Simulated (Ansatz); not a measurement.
The relaxed structure here is a generated cell of Al2O3: the first start was made by placing the elements on the sites of a structure type, and the end was not matched to a known phase here, so it may be hypothetical. Known forms of Al2O3 include space group No. 167.

A relaxed structure of Al₂O₃. Calculation: r2SCAN (plane waves to 500 eV, PAW, scalar-relativistic; Ansatz, an electronic-structure program).

```xyz
10
Lattice="2.9412 0.0000 0.0000 0.0000 4.6804 0.0000 -0.8663 0.0000 6.7032" Properties=species:S:1:pos:R:3 pbc="T T T"
O     -0.0904     0.0999     4.2291
O      2.1652     2.4401     2.4741
O      1.4017     4.3841     6.4950
O      0.6732     2.0439     0.2081
O      0.9671     2.6138     4.5759
O      1.1077     0.2736     2.1272
Al    -0.0675     3.5329     5.8536
Al     2.1423     1.1927     0.8495
Al     0.6274     3.4504     2.9338
Al     1.4474     1.1102     3.7694
```

Determine the symmetry and give the standard cell with its independent sites.

Space group P2₁ (No. 4); a = 2.9412 Å, b = 4.6804 Å, c = 6.7589 Å, α = γ = 90.00°, β = 97.36°

```csv
atom,site,symmetry,x,y,z
O,2a,1,0.1551,0.0214,0.6309
O,2a,1,0.2380,0.4367,0.0310
O,2a,1,0.4701,0.0585,0.3173
Al,2a,1,0.7657,0.2548,0.1267
Al,2a,1,0.6578,0.2372,0.5623
```

Give the shortest distances between elements (the closest pairs, up to four, under 3.6 Å).

Al–O 1.77 Å; O–O 2.43 Å; Al–Al 2.62 Å.

| Property | Result |
|---|---|
| Volume per atom | 9.23 Å³ |
| Band gap | 5.01 eV, direct at Γ (no spin-orbit coupling) |

No spin polarisation in the result.

It was reached from a disturbed copy of a P4/mbm (No. 127) cell, against which it lies -0.799 eV/atom.
